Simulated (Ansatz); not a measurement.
BAs:
```xyz
2
Lattice="3.1961 0.0000 0.0000 -1.5981 2.7679 0.0000 0.0000 0.0000 2.8972" Properties=species:S:1:pos:R:3 pbc="T T T"
B      0.0000     0.0000     0.0000
As     1.5981     0.9226     1.4486
```

Relaxed with PBE. Special points in fractions of this cell's reciprocal vectors: Γ (0.000, 0.000, 0.000); M (0.500, 0.000, 0.000); K (0.333, 0.333, 0.000); A (0.000, 0.000, 0.500); L (0.500, 0.000, 0.500); H (0.333, 0.333, 0.500).

Q: List the band energies nearest the Fermi level at these points for PBE with spin–orbit coupling (plane waves, PAW; program Ansatz).

A: In eV from the Fermi level; about four levels below and three above (degenerate sets whole), none deeper than 8.9 eV; … stands for higher levels left out; points with the same levels are listed once.

```tsv
k	below	above
Γ	-0.37 -0.37 -0.25 -0.25	1.66 1.66 4.29 4.29
M	-2.98 -2.98	1.15 1.15 2.02 2.02
K	-6.72 -6.62	3.07 3.07 4.09
A	–	2.84 2.84 2.85 2.85
L	-6.11 -6.11 -4.50 -4.50	1.25 1.25 1.29 1.29
H	-2.80 -2.63 -1.75 -1.75	9.24 9.26 …
```

Space group P-6m2. A made-up cell: these elements were put on the sites of a structure type; neither database checked (COD, Materials Project) lists it. It is not the phase usual at ambient conditions (space group No. 216). The cell was relaxed with PBE under the symmetry of its start; whether a distortion lowers the energy is not shown.

Potentials: the later of the program's two PAW sets.
